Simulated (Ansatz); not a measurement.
Consider the following.

BaTiB2O6:
```cif
data_B2BaO6Ti
_chemical_formula_sum 'Ba1 Ti1 B2 O6'
_space_group_name_H-M_alt 'P 1'
_space_group_IT_number 1
_cell_length_a 6.19746
_cell_length_b 6.19746
_cell_length_c 6.19746
_cell_angle_alpha 47.971
_cell_angle_beta 47.971
_cell_angle_gamma 47.971
loop_
_space_group_symop_operation_xyz
  'x, y, z'
loop_
_atom_site_label
_atom_site_type_symbol
_atom_site_fract_x
_atom_site_fract_y
_atom_site_fract_z
_atom_site_occupancy
Ba1 Ba 0.00000 0.00000 0.00000 1
Ti1 Ti 0.50000 0.50000 0.50000 1
B1 B 0.23390 0.23390 0.23390 1
B2 B 0.76610 0.76610 0.76610 1
O1 O 0.34670 0.43646 0.92734 1
O2 O 0.65330 0.56354 0.07266 1
O3 O 0.92734 0.34670 0.43646 1
O4 O 0.07266 0.65330 0.56354 1
O5 O 0.43646 0.92734 0.34670 1
O6 O 0.56354 0.07266 0.65330 1
```

This is the r²SCAN-relaxed structure.

Q: All from DFT-r²SCAN in the program Ansatz with PAW potentials, unless another level is named. Estimate the formation energy from the elements (no fitted shifts).

A: -3.03 eV/atom.

Q: Next, the gap with spin–orbit coupling?

A: 2.91 eV.

Q: Next, the conduction-band minimum?

A: on the Γ–T line, 2 % of the way from Γ (2 equivalent valleys).

Q: Predict the valence-band maximum.

A: at T.

Space group R-3. The workflow started from a Materials Project entry (that database holds measured and hypothetical structures alike); the Crystallography Open Database files this formula in space group No. 148, but the cells were not matched. Its standing as an ambient phase is unchecked. The cell was relaxed with r²SCAN under the symmetry of its start; whether a distortion lowers the energy is not shown. The run is not spin-polarised. The references are the lowest solids computed at this level, not always the standard phases (solids in place of the gases). Spin–orbit coupling is left out wherever it is not named.

Potentials: the later of the program's two PAW sets.
